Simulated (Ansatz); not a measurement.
The following input was run with Ansatz 0.2.0.

```yaml
crystal:
  lattice:
    - [3.8276480266, 0.0, 0.0]
    - [-1.9138240133, 3.3148404278, 0.0]
    - [0.0, 0.0, 5.1585734813]
  atoms:
    - { symbol: Ni, position: [0.0, 0.0, 0.0] }
    - { symbol: Te, position: [0.3333333333, 0.6666666667, 0.2513772731] }
    - { symbol: Te, position: [0.6666666667, 0.3333333333, 0.7486227269] }
basis:
  ecutwfc: 420
kpoints:
  mp_grid: { grid: [12, 12, 8] }
  band_path:
    path:
      - [[0.0, 0.0, 0.0], [0.5, 0.0, 0.0], [0.33333333, 0.33333333, 0.0], [0.0, 0.0, 0.0], [0.0, 0.0, 0.5], [0.5, 0.0, 0.5], [0.33333333, 0.33333333, 0.5], [0.0, 0.0, 0.5]]
      - [[0.5, 0.0, 0.5], [0.5, 0.0, 0.0]]
      - [[0.33333333, 0.33333333, 0.5], [0.33333333, 0.33333333, 0.0]]
    npoints: 14
hamiltonian:
  xc: pbesol
scf:
  occupations: { method: gaussian, width: 0.1 }
  n_extra_bands: 7
output:
  forces: true
  stress: true
  eigenvalues: true
  populations: true
  dos: { projected: true, de: 0.02, nscf_kmesh: { grid: [18, 18, 12] } }
  bader: true
  write_density: true
  write_potential: true
  elf: true
  volumetric_format: npy
```

Run as
```bash
ansatz run input.yaml --threads 1 --pin off --max-ram 2560MiB --backend cpu --events-out ev --progress --plain --runs-dir out
```

Theory: DFT PBEsol, scalar-relativistic, plane waves, PAW in Ansatz.

Abridged output:

```
scf.n_extra_bands = 7 over 25 filled bands (N_el = 50.0): the run solves 32 bands
Pseudopotentials: kind: paw
Pseudopotential: Ni, paw, valence charge 18, recommended cutoff 420 eV (normal)
Pseudopotential: Te, paw, valence charge 16, recommended cutoff 420 eV (normal)
Functional definition: PBEsol
Crystal: 3 atoms, lattice volume = 65.452 Å³
Basis set: ecut = 420 eV, 1265 PW (Γ), exchange–correlation on 54×54×72 points (8 copies of the dense FFT grid, shifted against one another)
Bands: 32, of which v1, the nominal top of the filled ones, is band 25 counted from 1 (24 counted from 0)
Symmetry: 12 space group operations
Space group: P-3m1 (ITA 164), of the structure as read, at distance tolerance 4.0e-5 Å
k-points: 131 of 1152
Initial density: superposition of atomic densities (neutral atoms: chi_scale 0, normalization atom), corrected by the library's trained network
Initial wavefunctions: pseudopotential atomic-orbital guess
Functional: x = pbesol(κ = 0.804, μ = 0.12345679), c = pbesol(β = 0.046)
SCF iter   1: F=—  HF=-19608.796982 eV  |F-HF|=—  |Δ(HF+E_count)|=         —  Δρ=1.65e-2  dr2=1.25e-1  ethr=1.77e-3  ⟨swp⟩=6.5  Hψ=18240  notcnv=0  defer=77
SCF iter   2: F=—  HF=-19608.795949 eV  |F-HF|=—  |Δ(HF+E_count)|=   1.03e-3  Δρ=1.26e-2  dr2=5.46e-2  ethr=2.50e-4  ⟨swp⟩=2.0  Hψ=6944  notcnv=0  defer=255
SCF iter   3: F=—  HF=-19608.785762 eV  |F-HF|=—  |Δ(HF+E_count)|=   1.02e-2  Δρ=1.16e-3  dr2=1.83e-3  ethr=1.09e-4  ⟨swp⟩=2.0  Hψ=5303  notcnv=0  defer=255
SCF iter   4: F=—  HF=-19608.785524 eV  |F-HF|=—  |Δ(HF+E_count)|=   2.38e-4  Δρ=2.80e-4  dr2=1.36e-4  ethr=3.66e-6  ⟨swp⟩=2.0  Hψ=5135  notcnv=0  defer=255
SCF iter   5: F=—  HF=-19608.785515 eV  |F-HF|=—  |Δ(HF+E_count)|=   9.23e-6  Δρ=1.65e-4  dr2=1.92e-5  ethr=2.72e-7  ⟨swp⟩=2.0  Hψ=5101  notcnv=0  defer=255
SCF iter   6: F=—  HF=-19608.785501 eV  |F-HF|=—  |Δ(HF+E_count)|=   1.43e-5  Δρ=4.43e-5  dr2=2.51e-6  ethr=3.84e-8  ⟨swp⟩=2.2  Hψ=5275  notcnv=0  defer=255
SCF iter   7: F=—  HF=-19608.785501 eV  |F-HF|=—  |Δ(HF+E_count)|=   1.11e-7  Δρ=1.32e-5  dr2=1.88e-7  ethr=5.02e-9  ⟨swp⟩=2.0  Hψ=5092  notcnv=0  defer=255
SCF iter   8: F=-19608.785501 eV  HF=-19608.785501 eV  |F-HF|=6.37e-9  |Δ(HF+E_count)|=   1.05e-8  Δρ=5.68e-6  dr2=3.08e-8  ethr=2.00e-10  ⟨swp⟩=13.5  Hψ=31406  notcnv=0
SCF 1 converged in 8 iterations: F = -19608.785501 eV  dr2 = 3.08e-8
SCF converged after 8 iterations
Free energy (F): -19608.785501 eV
Harris-Foulkes:  -19608.785501 eV  (|F-HF|=6.37e-9)
Internal energy: -19608.776439 eV  (E = F + TS)
E sigma→0 (E₀):  -19608.780970 eV
Entropy (-TS):   -0.009062 eV (-3.021 meV/atom)
Fermi energy:    12.934559 eV
--- Per-component energies (eV) ---
  E_band       = -787.385245
  E_kinetic    = 648.663587
  E_local      = -6857.376897  (includes V_loc(G=0)·N_el)
  E_nonlocal   = 23.360636
  E_hartree    = 3503.550327
  E_xc         = -332.847609
  E_vxc        = -319.865808  (∫ρ·V_xc dr)
  E_paw        = -10767.324676  (= ΣΔE_a)
  E_vpaw       = -1289.261226  (= ΣTr[D̂ρ^β])
  E_aug_tail   = 0.000037  (compensation charges beyond the density's cutoff)
  E_ewald      = -5827.748762
  E_core_change = 0.946919  (= ΣΔE_core)
  E_smearing   = -0.009062  (= −TS)
--- Forces (eV/Å), atoms counted from 1 ---
  atom   1  Ni     0.00000000     0.00000000     0.00000000
  atom   2  Te     0.00000000     0.00000000     0.00029653
  atom   3  Te     0.00000000     0.00000000    -0.00029653
--- Stress (GPa, compression-positive) ---
        0.005831       0.000000       0.000000
        0.000000       0.005831       0.000000
        0.000000       0.000000       0.003536
  P = ⅓ Tr σ = 0.0051 GPa (0.051 kbar)
--- Band table (eV; the first three rows and the last of 131) ---
  k-point 0: bands = ["-90.3030", "-50.8751", "-50.8751", "-50.8263", "-24.3286", "-24.3286", "-24.3249", "-24.3203", "-24.3002", "-24.3002", "-24.2850", "-24.2850", "-24.2843", "-24.2843", "-1.1782", "2.4913", "6.5839", "9.1521", "9.1521", "10.6988", "10.6988", "11.2061", "13.2106", "13.2106", "13.8344", "13.8344", "15.4568", "16.3228", "18.4804", "19.3961", "19.3961", "22.6371"]
  k-point 1: bands = ["-90.3030", "-50.8751", "-50.8751", "-50.8263", "-24.3279", "-24.3279", "-24.3247", "-24.3205", "-24.3019", "-24.3019", "-24.2855", "-24.2855", "-24.2829", "-24.2829", "-1.1014", "2.1935", "6.9946", "9.1690", "9.1690", "10.6959", "10.6959", "11.2083", "13.0699", "13.0699", "14.0013", "14.0013", "15.0260", "16.4258", "18.6355", "19.1734", "19.1734", "21.9548"]
  k-point 2: bands = ["-90.3030", "-50.8751", "-50.8751", "-50.8263", "-24.3256", "-24.3256", "-24.3242", "-24.3209", "-24.3061", "-24.3061", "-24.2853", "-24.2853", "-24.2811", "-24.2811", "-0.8756", "1.5465", "7.9630", "9.2110", "9.2110", "10.6894", "10.6894", "11.2111", "12.8412", "12.8412", "14.0283", "14.3005", "14.3005", "16.7386", "18.7406", "18.7406", "18.8964", "21.1510"]
  k-point 130: bands = ["-90.3030", "-50.8755", "-50.8755", "-50.8262", "-24.3286", "-24.3286", "-24.3164", "-24.3162", "-24.3056", "-24.3056", "-24.2813", "-24.2805", "-24.2805", "-24.2792", "1.6792", "1.6792", "7.1861", "7.1861", "7.6327", "8.8144", "10.3432", "10.3432", "10.8503", "11.1343", "11.1343", "15.2447", "15.2447", "19.9601", "19.9601", "20.3434", "20.7567", "21.4318"]
--- Löwdin populations: 3 sites ---
  site symbol q [e]
     0     Ni     17.5997
     1     Te     16.0345
     2     Te     16.0345
  spilling = 0.006626 (of n_electrons = 50.000000)
--- Bader charges: 3 sites ---
  site symbol charge [e]  shift [e]
     0     Ni     -0.0572     0.0064
     1     Te      0.0286     0.0032
     2     Te      0.0286     0.0032
  estimated error of the sums over rays = 2.8e-4 e
```

The run converged.

Time: 2.4 min on 1 thread of Intel(R) Xeon(R) Processor @ 2.50GHz (Skylake/Cascade Lake), with other jobs on the host, peak memory 0.72 GiB.

Spin-orbit coupling is left out, which matters for the bands of heavy elements. Spin polarisation was left out, and a magnetic state may lie lower.